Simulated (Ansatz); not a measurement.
A relaxed structure of CsAu is spoiled in several ways and relaxed again each time (noise and exchanges are one random draw each; pressure is positive under compression). The numbers are results of r2SCAN (plane waves to 500 eV, PAW, scalar-relativistic; Ansatz, a program for electronic structure), not measurements.

Space group Pm-3m (No. 221); a = b = c = 4.275 Å, α = β = γ = 90.00°

```tsv
atom	site	symmetry	x	y	z
Cs	1a	m-3m	0.0000	0.0000	0.0000
Au	1b	m-3m	0.5000	0.5000	0.5000
```

| change | first pressure (GPa) | largest first force (eV/Å) | released (eV/atom) | moves | outcome | final group | E − E(parent) (eV/atom) |
|---|---|---|---|---|---|---|---|
| deformed by the Cartesian strain tensor (xx, yy, zz, yz, xz, xy) = (-0.092, -0.045, -0.031, 0.054, 0.002, 0.039) | (withheld) | 0.00 | (withheld) | 5 | (withheld) | (withheld) | (withheld) |
| with every coordinate shifted by Gaussian noise of σ = 0.1 Å | 0.2 | 0.21 | 0.011 | 3 | returns to the parent | Pm-3m | 0.000 |
| doubled along one cell vector, shaken by Gaussian noise of σ = 0.08 Å a coordinate | 0.1 | 0.17 | 0.006 | 2 | returns to the parent | Pmm2 (nearly Pm-3m) | 0.000 |

Problem. What belongs in the gaps?

Solution. 
- deformed by the Cartesian strain tensor (xx, yy, zz, yz, xz, xy) = (-0.092, -0.045, -0.031, 0.054, 0.002, 0.039), first pressure (GPa): 4.5
- deformed by the Cartesian strain tensor (xx, yy, zz, yz, xz, xy) = (-0.092, -0.045, -0.031, 0.054, 0.002, 0.039), released (eV/atom): 0.11
- deformed by the Cartesian strain tensor (xx, yy, zz, yz, xz, xy) = (-0.092, -0.045, -0.031, 0.054, 0.002, 0.039), outcome: returns to the parent
- deformed by the Cartesian strain tensor (xx, yy, zz, yz, xz, xy) = (-0.092, -0.045, -0.031, 0.054, 0.002, 0.039), final group: Pm-3m
- deformed by the Cartesian strain tensor (xx, yy, zz, yz, xz, xy) = (-0.092, -0.045, -0.031, 0.054, 0.002, 0.039), E − E(parent) (eV/atom): 0.000

First-step values come from each run's starting, coarser k-mesh (8×8×8, 4×8×8). The runs use different k-meshes, so differences are rounded accordingly. No spin polarisation in the result.
